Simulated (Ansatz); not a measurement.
B$_{2}$CO:
```yaml
crystal:
  lattice:
    - [2.64821, 0.00000, 0.00000]
    - [0.00000, 2.64821, 0.00000]
    - [0.00000, 0.00000, 3.66091]
  atoms:
    - { symbol: B, position: [0.00000, 0.50000, 0.22794] }
    - { symbol: B, position: [0.50000, 0.00000, 0.77206] }
    - { symbol: C, position: [0.00000, 0.00000, 0.00000] }
    - { symbol: O, position: [0.50000, 0.50000, 0.50000] }
```

Relaxed with r²SCAN. Special points in fractions of this cell's reciprocal vectors: Γ (0.000, 0.000, 0.000); X (0.000, 0.500, 0.000); M (0.500, 0.500, 0.000); Z (0.000, 0.000, 0.500); R (0.000, 0.500, 0.500); A (0.500, 0.500, 0.500).

Q: List the band energies nearest the valence-band maximum at these points for r²SCAN (plane waves, PAW; program Ansatz).

A: In eV from the valence-band maximum; about four levels below and three above (degenerate sets whole), none deeper than 8.9 eV; … stands for higher levels left out; points with the same levels are listed once.

| k | below | above |
|---|---|---|
| Γ | -6.27 -6.27 -0.01 0.00 0.00 | 3.04 8.65 … |
| X | -7.39 -5.17 -3.67 -0.33 | 7.74 8.49 10.29 |
| M | -7.11 -4.56 -4.56 -2.91 | 2.19 7.74 … |
| Z | -5.47 -3.89 -1.51 -1.51 | 6.16 6.96 … |
| R | -5.07 -3.22 -1.05 -0.13 | 5.87 9.27 9.59 |
| A | -8.23 -5.98 -5.98 -4.80 | 6.34 10.53 … |

Space group P-4m2. The start of the workflow was typed in or built on a structure type; neither database checked (COD, Materials Project) lists it. Whether it is the stable phase at ambient conditions was not checked. The cell was relaxed with r²SCAN under the symmetry of its start; whether a distortion lowers the energy is not shown.

Potentials: the earlier of the program's two PAW sets.
